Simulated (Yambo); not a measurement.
```
BaO
1.0
    0.00000     2.74277     2.74277
    2.74277     0.00000     2.74277
    2.74277     2.74277     0.00000
O Ba
1 1
Direct
  0.50000   0.50000   0.50000
  0.00000   0.00000   0.00000
```

BaO (rock salt, space group Fm-3m, No. 225): mean Im ε in 1 eV windows above the direct gap of 3.08 eV, for different electron-hole kernels (Yambo, broadening 0.15 eV, PBEsol (pw.x of Quantum ESPRESSO, ONCV potentials, with spin-orbit coupling) bands; 6×6×6 mesh, 6 valence and 8 conduction bands, static screening with 48 bands and a 4 Ry block, scissor 1.28 eV, Tamm-Dancoff; field along x).

```
window (eV)  independent quasiparticles  RPA (no attraction)  BSE
-----------  --------------------------  -------------------  ---
3.1 to 4.1                          0.5                  0.4  1.5
4.1 to 5.1                          0.8                  0.7  1.7
5.1 to 6.1                          1.4                  1.3  3.3
6.1 to 7.1                          2.3                  2.0  4.6
7.1 to 8.1                          4.2                  3.7  3.9
```

This run doesn't resolve bound excitons or single peaks, so only averages are given, and they too depend on the mesh; weight that the attraction moves below the gap isn't listed. All transitions below 8.85 eV are in the band window. The scissor comes from a G0W0 run whose convergence isn't established.

Geometry relaxed with PBEsol.
